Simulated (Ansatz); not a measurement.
Ansatz 0.2.0, settings compared: GdTl3

Input:

```yaml
crystal:
  lattice:
    - [4.74655986, 4.74655986, 0.0]
    - [0.0, 4.74655986, 4.74655986]
    - [4.74655986, 0.0, 4.74655986]
  atoms:
    - { symbol: Gd, position: [0.0, 0.0, 0.0], spin: 7.0 }
    - { symbol: Gd, position: [0.5, 0.5, 0.5], spin: -7.0 }
    - { symbol: Tl, position: [0.0, 0.5, 0.0] }
    - { symbol: Tl, position: [0.5, 0.0, 0.5] }
    - { symbol: Tl, position: [0.0, 0.0, 0.5] }
    - { symbol: Tl, position: [0.5, 0.5, 0.0] }
    - { symbol: Tl, position: [0.0, 0.5, 0.5] }
    - { symbol: Tl, position: [0.5, 0.0, 0.0] }
kpoints:
  mp_grid: { grid: [4, 4, 4], shift: [0, 0, 0] }
magnetization:
  spin_polarized: true
scf:
  occupations: { method: fermi_dirac }
hamiltonian:
  pseudopotentials: { kind: paw }
  xc: pbesol
basis:
  ecutwfc: 420
output:
  forces: true
  stress: true
  eigenvalues: true
  write_density: true
  write_potential: true
  elf: true
  volumetric_format: npy
```

Run with:

```bash
ansatz run input.yaml --threads 1 --pin off --max-ram 2560MiB --backend cpu --events-out ev --progress --plain --runs-dir out
```

Origin of the cell: a database entry, scaled a little.

The smearing width isn't typed, so it takes its default of 0.1 eV.

Output of this run (shortened):

```
Pseudopotentials: kind: paw
Pseudopotential: Gd, paw, valence charge 18, recommended cutoff 420 eV (normal), Gd.paw.azcp
Pseudopotential: Tl, paw, valence charge 13, recommended cutoff 420 eV (normal), Tl.paw.azcp
Functional definition: PBEsol
  exchange = pbesol_x
  correlation = pbesol_c
Crystal: 8 atoms, lattice volume = 213.878 Å³
Basis set: ecut = 420 eV, 4279 PW (Γ), exchange–correlation on 90×90×90 points (8 copies of the dense FFT grid, shifted against one another)
Bands: 77, of which v1, the nominal top of the filled ones, is band 57 counted from 1 (56 counted from 0)
Symmetry: 48 space group operations
Space group: Fm-3m (ITA 225), of the structure as read, at distance tolerance 6.0e-5 Å
Magnetic group: BNS 225.121 (UNI 1623), of the structure as read, at distance tolerance 6.0e-5 Å
k-points: 8 of 64
[… 9 lines left out …]
Functional: x = pbesol(κ = 0.804, μ = 0.123457), c = pbesol(β = 0.046)
the translation (0.5, 0.5, 0.5) carries every atom to within crystal.symmetry.tolerance of an atom of its element with the starting moment reversed, but both spin channels are solved: the den […]
SCF iter   1: F=—  HF=-86233.163173 eV  Δρ=1.49e-2  dr2=1.95e0  dr2_m=1.36e-1  M=0.000 μB ∫|m|=14.044 μB
SCF iter   2: F=—  HF=-86232.824094 eV  Δρ=1.16e-2  dr2=1.05e0  dr2_m=9.26e-2  M=-0.000 μB ∫|m|=14.074 μB
SCF iter   3: F=—  HF=-86232.685054 eV  Δρ=3.57e-3  dr2=5.00e-2  dr2_m=1.51e-2  M=0.000 μB ∫|m|=14.185 μB
SCF iter   4: F=—  HF=-86232.679571 eV  Δρ=2.47e-3  dr2=5.94e-2  dr2_m=1.23e-3  M=-0.000 μB ∫|m|=14.252 μB  defer=21
SCF iter   5: F=—  HF=-86232.675220 eV  Δρ=6.12e-4  dr2=3.14e-3  dr2_m=1.49e-4  M=0.000 μB ∫|m|=14.279 μB  defer=12
[… 2 lines left out …]
SCF iter   8: F=—  HF=-86232.675631 eV  Δρ=1.41e-5  dr2=4.53e-6  dr2_m=6.77e-9  M=0.000 μB ∫|m|=14.294 μB  defer=15
SCF iter   9: F=—  HF=-86232.675630 eV  Δρ=3.88e-6  dr2=1.89e-7  dr2_m=7.68e-10  M=0.000 μB ∫|m|=14.294 μB  defer=15
SCF iter  10: F=—  HF=-86232.675630 eV  Δρ=2.50e-6  dr2=6.04e-8  dr2_m=2.46e-10  M=-0.000 μB ∫|m|=14.294 μB  defer=15
SCF iter  11: F=—  HF=-86232.675630 eV  Δρ=7.90e-7  dr2=4.75e-9  dr2_m=1.27e-10  M=0.000 μB ∫|m|=14.294 μB  defer=15
SCF iter  12: F=-86232.675630 eV  HF=-86232.675630 eV  Δρ=9.91e-7  dr2=2.75e-9  dr2_m=5.42e-10  M=-0.000 μB ∫|m|=14.294 μB
SCF 1 converged in 12 iterations: F = -86232.675630 eV  dr2 = 2.75e-9
SCF converged after 12 iterations
Magnetization: -0.0000 μB (57.0000 up, 57.0000 down)
Absolute magnetization: 14.2970 μB (∫|ρ↑−ρ↓|, with the PAW one-centre terms)
Spin contamination: 6.8841 ħ² per cell (⟨S²⟩ above its minimum at these occupations)
Per-site moments (μB) at R_I (Å): [(6.968619, 1.384484), (-6.968633, 1.384484), (-2.258e-7, 1.384484), (-2.258e-7, 1.384484), (-2.258e-7, 1.384484), (-2.258e-7, 1.384484), (-2.258e-7, 1.384484), (-2.258e-7, 1.384484)]
Free energy (F): -86232.675630 eV
Harris-Foulkes:  -86232.675630 eV  (|F-HF|=2.60e-9)
Internal energy: -86232.432687 eV  (E = F + TS)
E sigma→0 (E₀):  -86232.554158 eV
Entropy (-TS):   -0.242943 eV (-30.368 meV/atom)
Fermi energy:    12.302452 eV
--- Per-component energies (eV) ---
  E_band       = 130.038236
  E_kinetic    = 2810.032770
  E_local      = -9001.938423  (includes V_loc(G=0)·N_el)
  E_nonlocal   = 2507.444394
  E_hartree    = 3521.119394
  E_xc         = -1833.263175
  E_vxc        = -1355.905079  (∫ρ·V_xc dr)
  E_paw        = -72811.455190  (= ΣΔE_a)
  E_vpaw       = -1871.836034  (= ΣTr[D̂ρ^β])
  E_aug_tail   = 0.000202  (compensation charges beyond the density's cutoff)
  E_ewald      = -11425.924590
  E_core_change = 1.551932  (= ΣΔE_core)
  E_smearing   = -0.242943  (= −TS)
[… 5 lines left out …]
  atom   4  Tl     0.000000    -0.000000     0.000000
  atom   5  Tl     0.000000    -0.000000    -0.000000
  atom   6  Tl     0.000000    -0.000000     0.000000
  atom   7  Tl     0.000000    -0.000000     0.000000
  atom   8  Tl     0.000000     0.000000     0.000000
  max |Σ_I F_I| component: 0.0 eV/Å
--- Stress (GPa, compression-positive) ---
       -1.409868       0.000000       0.000000
       -0.000000      -1.409868       0.000000
        0.000000       0.000000      -1.409868
  P = ⅓ Tr σ = -1.4099 GPa (-14.099 kbar)
```

The same input was run again with these changes:

1. `scf.mixing.algorithm` default → msr1; `scf.mixing.beta` default → 0.05; `scf.mixing.ndim` default → 2; `scf.mixing.preconditioner` default → kerker_dos
2. `basis.ecutwfc` 420 → "18.4 Ry"
3. `basis.ecutwfc` 420 → "22.0 Ry"

```
 run        end  SCF iterations  P (GPa)  max force component (eV/Å)  moment (μB)  ΔE(σ→0) (meV/atom)
base  converged              12    -1.41                       0.000         0.00                   0
   1  converged              18    -1.41                       0.000         0.00                0.00
   2  converged              12    -0.53                       0.000         0.00             1031.60
   3  converged              11    -1.22                       0.000         0.00              100.04
```

Energies are compared only where functional, datasets, charge and starting cell are the same.

Not properties of the system: run 2 (too coarse or loose: `basis.ecutwfc` = "18.4 Ry"), run 3 (too coarse or loose: `basis.ecutwfc` = "22.0 Ry").

Caveats of the base run: f shells without a U or exact exchange are poorly placed; no spin-orbit coupling, though heavy elements are present; one start, so the magnetic state may not be the lowest.

Run 2: the cutoff lies below the datasets' advice.
Run 3: the cutoff lies below the datasets' advice.

Time of the base run: 32 s on 1 thread of Arm Neoverse V2 (shared host), peak memory 0.65 GiB, from the program's own first density.
